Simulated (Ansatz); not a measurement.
La (dhcp (α-La type), P6_3/mmc) under volume change, PBE (plane waves, PAW; program Ansatz), shape and atoms relaxed at each volume.

```tsv
V (Å³/atom)	E − E(relaxed) (meV/atom)	P (GPa)
33.781	25.7	2.61
34.895	11.0	1.64
36.009	2.7	0.78
37.122	0.0	0.00
38.236	2.5	-0.71
39.350	9.7	-1.35
40.463	21.1	-1.93
```

Task: What does a third-order Birch–Murnaghan fit give for V₀, B₀ and B′?

Result: V₀ = 37.12 Å³/atom, B₀ = 24.9 GPa, B′ = 2.4.

The PBE relaxation kept the symmetry of its start. Spin–orbit coupling is left out wherever it is not named.

Potentials: the later of the program's two PAW sets.
